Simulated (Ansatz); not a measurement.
Phonons of Zr (hcp, Mg type) at Γ, M = (0.5, 0.0, 0.0), A = (0.0, 0.0, 0.5), L = (0.5, 0.0, 0.5).

Zr (hcp, Mg type)

```xyz
2
Lattice="3.2459 0.0000 0.0000 -1.6230 2.8110 0.0000 0.0000 0.0000 5.1512" Properties=species:S:1:pos:R:3 pbc="T T T"
Zr     0.0000     1.8740     3.8634
Zr     1.6230     0.9370     1.2878
```

Level of theory: r2SCAN (plane waves to 500 eV, PAW, scalar-relativistic; Ansatz, a first-principles code). DFPT wavenumbers on a 16×16×10 k mesh, in cm⁻¹ and rounded to 5; i marks imaginary ones, q is in fractions of the reciprocal vectors of the cell shown, and the three acoustic modes at Γ are left out. The program warned that its band solver left a few bands short of their tolerance. The PAW data are Ansatz's earlier set. Zr is run without spin polarisation. Zr was relaxed with its symmetry unable to fall.

```csv
q,wavenumbers (cm⁻¹)
Γ,"90 (×2), 145"
"M = (0.5, 0.0, 0.0)","75, 85, 160, 160, 180, 185"
"A = (0.0, 0.0, 0.5)","60 (×4), 135 (×2)"
"L = (0.5, 0.0, 0.5)","130 (×2), 130 (×2), 200 (×2)"
```

The structure shows no imaginary mode at these points (lowest 60 cm⁻¹ at A = (0.0, 0.0, 0.5)); other wave vectors were not tested.

Highest mode: 200 cm⁻¹ at L = (0.5, 0.0, 0.5).
